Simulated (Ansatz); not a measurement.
Space group Pm-3m (No. 221). a = 5.325 Å, b = 5.325 Å, c = 5.325 Å, α = 90.00°, β = 90.00°, γ = 90.00°
```csv
atom,site,symmetry,x,y,z
Cs,1a,m-3m,0.0000,0.0000,0.0000
Hg,1b,m-3m,0.5000,0.5000,0.5000
Cl,3c,4/mm.m,0.0000,0.5000,0.5000
```

Equation of state of this CsHgCl₃ structure (not necessarily the ground state), with shape and atoms relaxed at each volume where symmetry leaves them free. It has no gap at any of these volumes. Level of theory: Ansatz 0.2.0, DFT r2SCAN, scalar-relativistic, plane waves, PAW.

Settings: cutoff 500 eV, Γ-centred mesh 8×8×8 on the computed 5-atom cell, Gaussian smearing of 0.10 eV; no spin polarisation.

| V (Å³/atom) | E − E(largest V) (meV/atom) | P (GPa) |
| --- | --- | --- |
| 28.390 | 2.66 | 2.45 |
| 29.296 | -7.29 | 1.11 |
| 30.202 | -10.31 | -0.01 |
| 31.108 | -7.56 | -0.94 |
| 32.014 | 0.00 | -1.71 |

Problem. Fit a third-order Birch–Murnaghan equation to E(V).

Solution. V0 = 30.20 Å³/atom, B0 = 34 GPa, B0' = 5.1.

Spin-orbit coupling is left out, which matters for the bands of heavy elements.

Symmetry holds off the tilts and polar distortions that many cubic perovskites undergo.

Cost: 5 runs of about 3.3 core-minutes in all, on Arm Neoverse V2 (shared hosts).